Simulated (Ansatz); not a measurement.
AlGaP$_{2}$:
```
AlGaP2
1.0
    3.85974     0.00000     0.00000
    0.00000     3.85974     0.00000
    0.00000     0.00000     5.45068
Al Ga P
1 1 2
Direct
  0.50000   0.50000   0.50000
  0.00000   0.00000   0.00000
  0.00000   0.50000   0.24971
  0.50000   0.00000   0.75029
```

Relaxed with PBEsol. Special points in fractions of this cell's reciprocal vectors: Γ (0.000, 0.000, 0.000); X (0.000, 0.500, 0.000); M (0.500, 0.500, 0.000); Z (0.000, 0.000, 0.500); R (0.000, 0.500, 0.500); A (0.500, 0.500, 0.500).

Task: List the band energies nearest the valence-band maximum at these points for DFT-PBEsol in the program Ansatz with PAW potentials.

Result: In eV from the valence-band maximum; about four levels below and three above (degenerate sets whole), none deeper than 8.9 eV; points with the same levels are listed once.

```
k                        below           above
-  ---------------------------  --------------
Γ  -2.42 -2.42 -0.05 0.00 0.00  1.54 1.76 2.76
X      -3.17 -3.13 -1.03 -1.03  3.30 3.47 5.71
M      -2.45 -2.41 -2.41 -2.36  1.48 1.48 1.57
Z      -1.64 -1.64 -1.36 -1.36  2.21 2.57 3.81
R      -0.98 -0.97 -0.92 -0.89  1.67 2.67 4.50
A      -3.53 -3.30 -3.16 -3.16  4.38 4.38 5.10
```

Space group P-4m2. The first step of the workflow began from a Materials Project structure, measured or hypothetical; the Crystallography Open Database copy checked does not list it. With Al and Ga taken as one species the cell has the higher symmetry F-43m, so it may be an ordered model of a mixed-site phase. Its standing as an ambient phase is unchecked. The cell was relaxed with PBEsol under the symmetry of its start; whether a distortion lowers the energy is not shown. Spin–orbit coupling is left out wherever it is not named.

Potentials: the later of the program's two PAW sets.
